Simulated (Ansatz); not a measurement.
Nb$_{2}$SnC:
```
Nb2SnC
1.0
    3.22979     0.00000     0.00000
   -1.61489     2.79708     0.00000
    0.00000     0.00000    13.76681
Nb Sn C
4 2 2
Direct
  0.33333   0.66667   0.08278
  0.66667   0.33333   0.91722
  0.66667   0.33333   0.58278
  0.33333   0.66667   0.41722
  0.33333   0.66667   0.75000
  0.66667   0.33333   0.25000
  0.00000   0.00000   0.00000
  0.00000   0.00000   0.50000
```

Relaxed with PBEsol.

List the phonon frequencies at the special points (DFPT on a 3×3×1 q-mesh, Fourier-interpolated; DFT-PBEsol in the program Ansatz with PAW potentials).

In cm⁻¹; no LO–TO term at Γ, as the run had none.

```json
[
 {"q": "Γ", "frequencies": "0 0 0 75 75 78 78 101 101 120 143 194 194 198 198 202 265 276 566 568 646 646 649 649"},
 {"q": "M", "frequencies": "91 92 135 139 141 152 169 174 178 180 184 184 185 202 225 234 248 250 566 566 602 604 611 614"},
 {"q": "K", "frequencies": "123 123 128 131 140 140 168 168 183 183 186 188 214 214 224 224 237 239 558 558 604 604 605 605"},
 {"q": "A", "frequencies": "43 43 43 43 68 68 96 96 96 96 181 181 196 196 196 196 271 271 567 567 647 647 647 647"},
 {"q": "L", "frequencies": "92 92 136 136 146 146 173 173 178 178 183 183 195 195 230 230 249 249 566 566 603 603 613 613"},
 {"q": "H", "frequencies": "123 123 129 129 140 140 166 166 186 186 187 187 212 212 225 225 238 238 558 558 604 604 605 605"}
]
```

Space group P6_3/mmc. The first step of the workflow began from a Materials Project structure, measured or hypothetical; the Crystallography Open Database copy checked does not list it. Whether it is the stable phase at ambient conditions was not checked. The cell was relaxed with PBEsol under the symmetry of its start; phonons on a q-mesh show no instability. The run is not spin-polarised. As this level gives no gap, phonon frequencies hold no LO–TO term and depend on the k-mesh and smearing (Fermi–Dirac, 0.1 eV here). Scalar-relativistic: spin–orbit coupling is off unless named, which matters more the heavier the elements.

Potentials: the later of the program's two PAW sets.
